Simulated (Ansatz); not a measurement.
The start is a generated cell, Cr built in the AFLOW prototype A_oC8_64_f (A14, as in I). The cell and all atomic positions are relaxed at zero pressure with r2SCAN (plane waves to 500 eV, PAW, scalar-relativistic; Ansatz, a program for electronic structure). The first steps use a coarse 12×12×5 k-mesh.

Starting cell:
```
Cr
1.0
    2.36697    -1.54936     0.00000
    2.36697     1.54936     0.00000
    0.00000     0.00000     6.51376
Cr
4
Cartesian
  2.36697  -1.06952   0.76537
  2.36697   1.06952   5.74839
  2.36697   0.47984   2.49151
  2.36697  -0.47984   4.02225
```
Spin-polarised start, with parallel moments on Cr.

Q: What symmetry does the relaxed structure have?

A: The space group goes from Cmce (No. 64) to Im-3m (No. 229); the end is bcc (W type), with 1 atom in the primitive cell.

Q: By how much does the energy per atom fall from start to end?

A: 0.87 eV/atom.

Q: How does the volume per atom move from start to end?

A: -5.2 %, from 11.94 to 11.32 Å³/atom.

Q: How do the shortest distances between atoms change?

A: The closest pairs of elements (up to four, under 3.6 Å), start → end: Cr–Cr 1.81 → 2.45 Å.

Q: What magnetic moments remain?

A: Zero (the starting moments vanished).

Final values are on a 23×23×23 k-mesh of the relaxed cell. The start holds a very short contact (Cr–Cr 1.81 Å). No spin polarisation in the result: the starting moments vanished. A magnetic state may lie lower.

The run could not lose the symmetry of its start; a randomly shaken copy of 2 atoms returns to this structure.
